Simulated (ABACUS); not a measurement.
Checks by hand on Bi₂Te₃ (R-3m, 5 atoms in the cell; from Materials Project mp-34202)

```
CELL_PARAMETERS angstrom
      2.20906     1.27540    10.75243
     -2.20906     1.27540    10.75243
      0.00000    -2.55081    10.75243
ATOMIC_POSITIONS crystal
  Bi 0.60317 0.60317 0.60317
  Bi 0.39683 0.39683 0.39683
  Te 0.78319 0.78319 0.78319
  Te 0.21681 0.21681 0.21681
  Te 0.00000 0.00000 0.00000
```

All values come from this method and carry its errors: LDA (PW92), PseudoDojo 0.4 standard norm-conserving LDA (tails mended) pseudopotentials (plane waves; ABACUS 3.10.1).

Main settings: KPT = MP 3 3 3 0 0 0; basis_type = pw; dft_functional = PWLDA; ecutwfc = 82.3 Ry; smearing_method = gaussian; smearing_sigma = 0.00146997 Ry; potentials = PseudoDojo 0.4 standard norm-conserving LDA (tails mended); symmetry = 1.

Spin-orbit coupling is left out, which matters for bands and gaps with elements this heavy. The structure comes from a collection of computed structures, made at another level of theory; the collection holds predicted forms beside known ones.

The cell holds 1226.6 bohr³ and the plane-wave cutoff is 82.3 Ry.

Q: How many plane waves does a k-point need, and how does the count grow with the cutoff?

A: In Rydberg units |k + G|² ≤ E, a sphere of radius √82.3 = 9.072 bohr⁻¹. Each G takes (2π)³/V of reciprocal space, so N = V E^(3/2)/(6π²) = 1226.6 × 746.6/59.218 = 15465. The program's largest count at a k-point is 15496; single k-points scatter about the estimate. The count grows as E^(3/2): 20 % more cutoff means 31 % more plane waves.

The cell was also run at V = 179.949 Å³ (F = -12981.52251 eV, P = -2.32 GPa) and V = 183.584 Å³ (F = -12981.46086 eV, P = -3.12 GPa), scaled uniformly; the base has V = 181.767 Å³, P = -2.73 GPa and F₀ = -12981.49397 eV.

Q: Check the pressure against the energies, and estimate the bulk modulus.

A: P = −dF/dV ≈ −(0.06165 eV)/(3.635 Å³) = -0.01696 eV/Å³; times 160.218 GPa per eV/Å³ this is -2.72 GPa, against -2.73 GPa from the stress tensor. B = −V dP/dV ≈ −181.767 × (-0.80 GPa)/(3.635 Å³) = 40 GPa at this volume. The curvature of the energies, B = V (F₊ + F₋ − 2F₀)/(ΔV/2)², gives 40 GPa. Shape and fractional positions were held, which usually makes B too large where they are free.

“Tails mended”: in these copies of the files the far tail of each local potential was reset to the Coulomb form.
